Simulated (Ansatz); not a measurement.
H₄BrN in space group P4/nmm (No. 129; H on 8i, Br on 2c, N on 2a), plane-wave PAW r²SCAN+D4 (Ansatz code). The conduction-band minimum lies at Γ, with 1 equivalent valley. Second derivatives d²E/dk² of the lowest band at one valley (eV·Å²), along Cartesian directions:

```tsv
direction	d²E/dk²
[100]	22.64
[010]	22.64
[001]	21.12
[110]	22.63
[101]	21.88
[011]	21.88
```

Problem. Find the principal effective masses, the density-of-states mass and the conductivity mass.

Solution. Off-diagonal terms follow from H_xy = H[110] − (H_xx + H_yy)/2, and m*/mₑ = 7.620 eV·Å² over each eigenvalue: 0.34, 0.34, 0.36. One valley's DOS mass (m₁m₂m₃)^(1/3) = 0.34, conductivity mass 3/(Σ 1/mᵢ) = 0.34 mₑ.

Problem. What effective density of states Nc follows at 300 K for parabolic valleys?

Solution. Nc = 2.509e19 × 1 × (0.34)^(3/2) ≈ 5.0e18 cm⁻³.

Problem. With the computed static dielectric constant 6.27 (mean of the diagonal), estimate a hydrogenic donor's binding energy and radius.

Solution. E = 13.606 eV × 0.34/6.27² ≈ 120 meV; a = 0.529 Å × ε/m* ≈ 9.8 Å. Semilocal masses tend to be too small where the gap is.

The first step of the workflow began from a Materials Project structure, measured or hypothetical; the Crystallography Open Database files this formula in space group No. 129, but the cells were not matched. Its standing as an ambient phase is unchecked. The cell was relaxed with r²SCAN+D4 under the symmetry of its start; phonons on a q-mesh show no instability. Scalar-relativistic: spin–orbit coupling is off unless named, which matters more the heavier the elements.

Potentials: the later of the program's two PAW sets.
